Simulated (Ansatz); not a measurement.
The elements of this relaxed trial crystal are hidden behind letters.

```
lattice vectors (Å)
   5.5441    0.0000    0.0000
   0.0000    5.5441    0.0000
   0.0000    0.0000    4.2863
fractional positions
X 0.5000 0.5000 0.0000
Z 0.0000 0.2710 0.5644
Z 0.2710 0.0000 0.4356
Z 0.7290 0.0000 0.4356
Z 0.0000 0.7290 0.5644
Z 0.0000 0.0000 0.0000
Q 0.2705 0.2705 0.5000
Q 0.7295 0.2705 0.5000
Q 0.0000 0.5000 0.3825
Q 0.0000 0.2723 0.9051
Q 0.5000 0.0000 0.6175
Q 0.2705 0.7295 0.5000
Q 0.2723 0.0000 0.0949
Q 0.7295 0.7295 0.5000
Q 0.7277 0.0000 0.0949
Q 0.0000 0.7277 0.9051
```

These are results of Ansatz, DFT PBE, scalar-relativistic, plane waves, PAW, not measurements. Cutoff 420 eV, Γ-centred 6×6×8 mesh (16-atom cell), Gaussian smearing of 0.02 eV, no spin polarisation.

| Quantity | Value |
| --- | --- |
| Space group | P-4m2 (No. 115) |
| Conventional cell | a = 5.544 Å, c = 4.286 Å |
| Volume per atom | 8.23 Å³ |
| Density | 2.43 g/cm³ |
| Energy over the elements | −0.059 eV/atom |
| Gap on the 6×6×8 mesh of the 16-atom cell | 0.34 eV |

Energies are uncorrected and count from the elements' standard states at the same level.

Task: X is an s-block element of period 6, Z is an s-block element of period 2 and Q is an s-block element of period 1. Which elements are they?

Result: X = Ba, Z = Be, Q = H, so the formula is BaBe5H10. Density times volume gives a mean mass of 2.43 × 8.23/1.6605 = 12.0 u per atom, and this set has 12.0 u. Among the elements that the hints allow, only these give it. Around Ba lie 8 H at 2.80 Å and 12 H at 3.07–3.22 Å; Be on a site of symmetry m is surrounded by 4 H at 1.46–1.52 Å; H on a site of symmetry 2 is surrounded by 2 Be at 1.52 Å, 2 H at 2.03 Å, 2 H at 2.29 Å, 2 H at 2.54 Å and 2 Ba at 2.80 Å; 3 more sites not described.

Kohn–Sham gaps at this level usually fall short of measured ones. A structure relaxed within its symmetry needn't be a true minimum.
